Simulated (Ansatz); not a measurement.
# TiO2 — coordination and O-17 quadrupole coupling

Cell: a structure deposited in the COD, taken as it stands.

```cif
data_structure
_symmetry_space_group_name_H-M 'P 1'
_symmetry_Int_Tables_number 1
_cell_length_a 5.1570
_cell_length_b 9.1910
_cell_length_c 5.4630
_cell_angle_alpha 90.000
_cell_angle_beta 90.000
_cell_angle_gamma 90.000
_cell_volume 258.94
loop_
_atom_site_label
_atom_site_type_symbol
_atom_site_fract_x
_atom_site_fract_y
_atom_site_fract_z
_atom_site_occupancy
Ti1 Ti 0.13720 0.12890 0.90080 1
Ti2 Ti 0.63720 0.37110 0.09920 1
Ti3 Ti 0.86280 0.62890 0.59920 1
Ti4 Ti 0.36280 0.87110 0.40080 1
Ti5 Ti 0.86280 0.87110 0.09920 1
Ti6 Ti 0.36280 0.62890 0.90080 1
Ti7 Ti 0.13720 0.37110 0.40080 1
Ti8 Ti 0.63720 0.12890 0.59920 1
O9 O 0.81620 0.00980 0.85100 1
O10 O 0.31620 0.49020 0.14900 1
O11 O 0.18380 0.50980 0.64900 1
O12 O 0.68380 0.99020 0.35100 1
O13 O 0.18380 0.99020 0.14900 1
O14 O 0.68380 0.50980 0.85100 1
O15 O 0.81620 0.49020 0.35100 1
O16 O 0.31620 0.00980 0.64900 1
O17 O 0.46380 0.23120 0.88840 1
O18 O 0.96380 0.26880 0.11160 1
O19 O 0.53620 0.73120 0.61160 1
O20 O 0.03620 0.76880 0.38840 1
O21 O 0.53620 0.76880 0.11160 1
O22 O 0.03620 0.73120 0.88840 1
O23 O 0.46380 0.26880 0.38840 1
O24 O 0.96380 0.23120 0.61160 1
```

Atom numbers follow the list; atoms alike are taken as one site, whose name carries the number of the first.

All values are calculated (Ansatz; DFT, PBE, plane waves and PAW (field gradients read without the response of the frozen cores, which leaves them typically 4 to 6 % off), scalar-relativistic, 420 eV cutoff, Γ-centred 4×3×4 k-points, Fermi–Dirac smearing 0.02 eV), not measured.

Q(O-17) = -25.58 mb.

(1) Order the O environments from the weakest to the strongest quadrupole coupling.
A. O9: 3 Ti at 1.88–2.00 Å
B. O17: 3 Ti at 1.93–2.04 Å

## Answers

(1) A (1.31 MHz, η = 0.83), B (1.52 MHz, η = 0.92).

Like point charges on the first shell alone (each adding as 1/d³) would put O9 above O17: the covalent part of each bond and the atoms beyond the first shell count as well.
